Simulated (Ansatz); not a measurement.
LiC₆ in space group P6/mmm (No. 191; Li on 1a, C on 6k) at seven volumes, r²SCAN (plane waves, PAW; program Ansatz), shape and atoms relaxed at each. One row is withheld.

```
V (Å³/atom)  P (GPa)
-----------  -------
7.672           8.08
7.925           4.94
8.178           2.24
8.431          -0.02
8.684              ?
8.937          -3.43
9.190          -4.63
```

Q: Fit the shown pressures and predict the withheld one.

A: P = (3/2)B₀(x^(7/2) − x^(5/2))[1 + (3/4)(B′ − 4)(x − 1)] with x = (V₀/V)^(2/3). Least squares on the six rows gives V₀ = 8.431 Å³/atom, B₀ = 67.5 GPa, B′ = 5.11. At V = 8.684, x = 0.9805 and P = -1.85 GPa. The run itself gave -1.91 GPa.

The workflow started from a Materials Project entry (that database holds measured and hypothetical structures alike); the Crystallography Open Database copy checked does not list it. Whether it is the stable phase at ambient conditions was not checked. The cell was relaxed with r²SCAN under the symmetry of its start; of distortions, only those at the zone centre were tested.

Potentials: the earlier of the program's two PAW sets.
